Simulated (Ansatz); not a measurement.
CoSn₂ in space group I4/mcm (No. 140; Co on 4a, Sn on 8h) under volume change, LDA in the plane-wave PAW code Ansatz, shape and atoms relaxed at each volume.

```csv
V (Å³/atom),E − E(relaxed) (meV/atom),P (GPa)
15.697,?,?
16.215,28.0,9.23
16.732,?,?
17.250,0.0,0.00
17.767,5.8,-3.50
18.285,22.0,-6.40
18.802,46.7,-8.78
```

Task: Complete the blanks.

Result: 
- 16.732, E − E(relaxed) (meV/atom): 6.6
- 16.732, P (GPa): 4.20
- 15.697, E − E(relaxed) (meV/atom): 67.2
- 15.697, P (GPa): 15.24

Task: What does a third-order Birch–Murnaghan fit give for V₀, B₀ and B′?

Result: V₀ = 17.25 Å³/atom, B₀ = 127 GPa, B′ = 5.1.

The workflow started from a Materials Project entry (that database holds measured and hypothetical structures alike); the Crystallography Open Database files this formula in space group No. 140, but the cells were not matched. Its standing as an ambient phase is unchecked. The LDA relaxation kept the symmetry of its start; whether a distortion lowers the energy is not shown. No spin polarisation was allowed. Spin–orbit coupling is left out wherever it is not named.

Potentials: the later of the program's two PAW sets.
